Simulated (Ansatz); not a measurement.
Relaxed CrO2 (rutile):

```xyz
6
Lattice="4.4039 0.0000 0.0000 0.0000 4.4039 0.0000 0.0000 0.0000 2.9118" Properties=species:S:1:pos:R:3 pbc="T T T"
Cr     0.0000     0.0000     0.0000
Cr     2.2020     2.2020     1.4559
O      1.3334     1.3334     0.0000
O      3.5354     0.8685     1.4559
O      0.8685     3.5354     1.4559
O      3.0705     3.0705     0.0000
```

These are r2SCAN (plane waves to 500 eV, PAW, scalar-relativistic; Ansatz, a first-principles code) values and carry that method's errors. k mesh 9×9×13 (Γ-centred), Fermi-Dirac smearing 0.05 eV. With partly filled bands, energies and forces of such displacements shift with the k mesh and the smearing. CrO2 is run spin-polarised and with no Hubbard U. CrO2 was relaxed with its symmetry unable to fall. Relaxed CrO2 ends ferromagnetic. Other magnetic orders were not checked, so this need not be the ground state.

One atom of the cell was then moved (with its periodic images), all else fixed, and the forces (eV/Å) came out as:

```
atom      Fx      Fy     Fz
----  ------  ------  -----
Cr1   -3.921  -3.921  0.000
Cr2    8.774   8.774  0.000
O3    -4.770  -4.770  0.000
O4    -0.477   0.342  0.000
O5     0.342  -0.477  0.000
O6     0.052   0.052  0.000
```

Question: Which atom was moved, and by which vector (Å)?

Answer: Cr2, by (-0.40, -0.40, 0.00), 0.57 Å in all.

(A displaced cell: forces are minus the slopes of the energy, force constants its curvatures, and phonons follow from these.)
